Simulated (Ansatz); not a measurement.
Start of a relaxation of Ga2Te2S:

```
CELL_PARAMETERS angstrom
-2.31201 2.31201 5.80689
2.31201 -2.31201 5.80689
2.31201 2.31201 -5.80689
ATOMIC_POSITIONS crystal
Ga 0.60884 0.60884 0.00000
Ga 0.39116 0.39116 0.00000
Te 0.75000 0.25000 0.50000
Te 0.25000 0.75000 0.50000
S 0.00000 0.00000 0.00000
```

All numbers below come from Ansatz 0.2.0, DFT PBE, scalar-relativistic, plane waves, PAW. Cutoff 420 eV, Gaussian smearing, Γ-centred meshes. Cell and atoms relax first on a coarse mesh and then on a finer one. In between, the cell is made exact in the group found at 0.06 Å. In metals the finer mesh still leaves noise of several meV/atom or more. The steps can't lower the symmetry of their start. No spin polarisation.

A guess keeps its type if space group and coordination stay and the shape of the cell changes little (axis ratios within about 15 %, angles within 6°); the volume may change.

Q: Does it keep its structure type, or change into something else?

A: It doesn't keep its type. The symmetry stays I4/mmm (No. 139). The volume per atom shrinks by 1.5 %, from 24.8 to 24.5 Å³. The shortest distance goes from 2.53 Å (Ga–Ga) to 2.43 Å (Ga–S). The ratio c/a of the conventional cell changes by a factor of 0.52. Counting neighbours within 15 % of an atom's shortest distance, the start has Ga 5, S 16, Te 4 and the end Ga 2, S 2, Te 4. In detail, at the end around Ga lie 1 S at 2.43 Å, 1 Ga at 2.66 Å and 4 Te at 2.91 Å; Te has 4 Ga at 2.91 Å; S has 2 Ga at 2.43 Å.

```cif
data_structure
_symmetry_space_group_name_H-M 'I4/mmm'
_symmetry_Int_Tables_number 139
_cell_length_a 5.7059
_cell_length_b 5.7059
_cell_length_c 7.5160
_cell_angle_alpha 90.000
_cell_angle_beta 90.000
_cell_angle_gamma 90.000
_cell_volume 244.70
loop_
_atom_site_label
_atom_site_type_symbol
_atom_site_symmetry_multiplicity
_atom_site_Wyckoff_symbol
_atom_site_fract_x
_atom_site_fract_y
_atom_site_fract_z
_atom_site_occupancy
Ga1 Ga 4 e 0.00000 0.00000 0.67704 1
Te1 Te 4 d 0.00000 0.50000 0.25000 1
S1 S 2 a 0.00000 0.00000 0.00000 1
```

The zero of energy is the elements' standard structures at the same level; no fitted shifts are applied.

Q: At what energy does it end?

A: +0.07 eV/atom. It can't be a ground state, since the elements alone are lower.

The last run used a 10×10×10 mesh for its 5-atom cell and Gaussian smearing of 0.10 eV. Spin–orbit coupling, which can matter for Te, is left out. The reference forms of S and Te are held partly by dispersion forces, which this level lacks. Symmetry constrained the relaxation, so the result can be a saddle point. Another cell of Ga2Te2S relaxed alike, in P4/mmm, lies 238 meV/atom lower, so this cell isn't the stable form at this level.
